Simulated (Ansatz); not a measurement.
Crystals of one structure type (Cu3Au type) and one family of elements, relaxed and computed with r²SCAN in the plane-wave PAW code Ansatz.

```csv
crystal,V (Å³/atom),B₀ by P(V) fit (GPa)
ScAl3,17.05,93.7
ScIn3,22.70,64.3
YIn3,24.58,61.8
LaTl3,28.75,50.2
La3Ga,30.05,?
La3Tl,32.55,39.8
La3In,32.69,39.1
```

Problem. Fit a straight line to ln B₀ against ln V and predict the withheld value.

Solution. Least squares on the 6 shown rows: ln B₀ = -1.32 × ln V + (8.303), with a scatter of 3.4 %. For La3Ga this gives 45.2. The run itself gave 41.0, a miss of 10.2 % of that, well beyond the scatter: the line misses something about this case.

Standing as an ambient phase not checked: ScIn3, Cu3Au type; YIn3, Cu3Au type; LaTl3, Cu3Au type; La3Ga, Cu3Au type; La3Tl, Cu3Au type; La3In, Cu3Au type. All cells were relaxed under the symmetry of their starts (and spin orders); stability against distortions was not tested throughout. Rows with no word on spin ran without spin polarisation. Scalar-relativistic: spin–orbit coupling is off unless named, which matters more the heavier the elements.

Potentials: the later of the program's two PAW sets.
